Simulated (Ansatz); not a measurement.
MoPt in space group Pmma (No. 51; Mo on 2e, Pt on 2f) under volume change, r²SCAN in the plane-wave PAW code Ansatz, shape and atoms relaxed at each volume.

```tsv
V (Å³/atom)	E − E(relaxed) (meV/atom)	P (GPa)
13.764	135.2	34.84
14.217	56.5	21.17
14.671	13.3	9.67
15.125	0.0	0.00
15.579	11.8	-8.11
16.032	44.7	-14.89
16.486	95.1	-20.55
```

What does a third-order Birch–Murnaghan fit give for V₀, B₀ and B′?

V₀ = 15.13 Å³/atom, B₀ = 294 GPa, B′ = 4.8.

The workflow started from a Materials Project entry (that database holds measured and hypothetical structures alike); the Crystallography Open Database copy checked does not list it. With Mo and Pt taken as one species the cell has the higher symmetry P6_3/mmc, so it may be an ordered model of a mixed-site phase. Whether it is the stable phase at ambient conditions was not checked. The r²SCAN relaxation kept the symmetry of its start; of distortions, only those at the zone centre were tested. The run is not spin-polarised. Spin–orbit coupling is left out wherever it is not named.

Potentials: the later of the program's two PAW sets.
